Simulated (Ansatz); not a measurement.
Total density of states per atom from PBE in the plane-wave PAW code Ansatz, in 0.25 eV bins, energy from the valence-band maximum:

(E (eV), states/eV/atom): (-7.90, 0.00); (-7.65, 0.00); (-7.40, 0.00); (-7.15, 0.00); (-6.90, 0.00); (-6.65, 0.00); (-6.40, 0.00); (-6.15, 0.00); (-5.90, 0.00); (-5.65, 0.00); (-5.40, 0.00); (-5.15, 0.00); (-4.90, 0.00); (-4.65, 0.00); (-4.40, 0.00); (-4.15, 0.00); (-3.90, 0.00); (-3.65, 0.00); (-3.40, 0.00); (-3.15, 0.00); (-2.90, 0.07); (-2.65, 0.88); (-2.40, 1.66); (-2.15, 0.59); (-1.90, 0.66); (-1.65, 0.75); (-1.40, 0.79); (-1.15, 1.05); (-0.90, 1.52); (-0.65, 1.51); (-0.40, 1.57); (-0.15, 0.93); (0.10, 0.02); (0.35, 0.00); (0.60, 0.00); (0.85, 0.00); (1.10, 0.00); (1.35, 0.00); (1.60, 0.00); (1.85, 0.00); (2.10, 0.00); (2.35, 0.00); (2.60, 0.00); (2.85, 0.00); (3.10, 0.00); (3.35, 0.00); (3.60, 0.00); (3.85, 0.00); (4.10, 0.00); (4.35, 0.00); (4.60, 0.00); (4.85, 0.00); (5.10, 0.01); (5.35, 0.03); (5.60, 0.05); (5.85, 0.16); (6.10, 0.30); (6.35, 0.41); (6.60, 0.67); (6.85, 1.08); (7.10, 0.75); (7.35, 0.41); (7.60, 0.30); (7.85, 0.38); (8.10, 1.47); (8.35, 1.01); (8.60, 0.99); (8.85, 0.99); (9.10, 1.10); (9.35, 0.77); (9.60, 0.69)

### Question
Which compound is it?
A. TaSi, rock salt
B. PbSe, rock salt
C. CsBr, CsCl type
D. LiBr, rock salt

### Answer
D, LiBr, rock salt. Top 1 eV of the valence band: Br 4p 98 %. Bottom 1 eV of the conduction band: Li 2s 41 %, Br 4s 19 %, Br 4p 6 %, outside the projected shells 34 %. Projections are on Löwdin-orthogonalised atomic valence shells; empty p or d shells of many metals are not among them.

Space group Fm-3m (rock salt). Symmetry was held in the PBE relaxation. Scalar-relativistic: spin–orbit coupling is off unless named, which matters more the heavier the elements.

Potentials: the later of the program's two PAW sets.
